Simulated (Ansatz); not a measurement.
LiC:
```yaml
crystal:
  lattice:
    - [-1.78652, 2.40254, 2.65237]
    - [1.78652, -2.40254, 2.65237]
    - [1.78652, 2.40254, -2.65237]
  atoms:
    - { symbol: Li, position: [0.73856, 0.23856, 0.50000] }
    - { symbol: Li, position: [0.26144, 0.76144, 0.50000] }
    - { symbol: C, position: [0.86921, 0.00000, 0.86921] }
    - { symbol: C, position: [0.13079, 0.00000, 0.13079] }
```

Relaxed with PBEsol. Special points in fractions of this cell's reciprocal vectors: Γ (0.000, 0.000, 0.000); X (0.500, 0.500, -0.500); F2 (0.363, 0.637, -0.363); Σ0 (-0.363, 0.363, 0.363); Y0 (0.455, -0.455, 0.455); U0 (0.545, 0.455, -0.455); R (0.000, 0.500, 0.000); W (0.250, 0.250, 0.250); S (0.500, 0.000, 0.000); T (0.000, 0.000, 0.500).

**Question.** List the band energies nearest the valence-band maximum at these points for DFT-PBEsol in the program Ansatz with PAW potentials.

**Answer.** In eV from the valence-band maximum; about four levels below and three above (degenerate sets whole), none deeper than 8.9 eV; points with the same levels are listed once.

| k | below | above |
|---|---|---|
| Γ | -2.16 -1.93 -0.39 -0.27 | 3.16 6.46 7.83 |
| X | -4.06 -2.20 -1.17 -0.90 | 7.13 7.74 7.75 |
| F2 | -3.60 -2.08 -1.96 -0.68 | 6.09 6.84 6.97 |
| Y0 | -4.08 -2.18 -1.15 -0.84 | 7.12 7.65 7.66 |
| R | -2.89 -2.73 -0.92 -0.84 | 3.37 7.35 8.25 |
| W | -3.26 -2.27 -1.89 0.00 | 4.04 5.84 9.73 |
| S | -4.18 -0.96 -0.65 -0.51 | 5.48 6.14 8.52 |
| T | -3.39 -2.06 -1.51 -0.23 | 3.37 5.46 10.21 |

Space group Immm. The first step of the workflow began from a Materials Project structure, measured or hypothetical; the Crystallography Open Database files this formula in space group No. 71, but the cells were not matched. Its standing as an ambient phase is unchecked. Symmetry was held in the PBEsol relaxation; whether a distortion lowers the energy is not shown.

Potentials: the later of the program's two PAW sets.
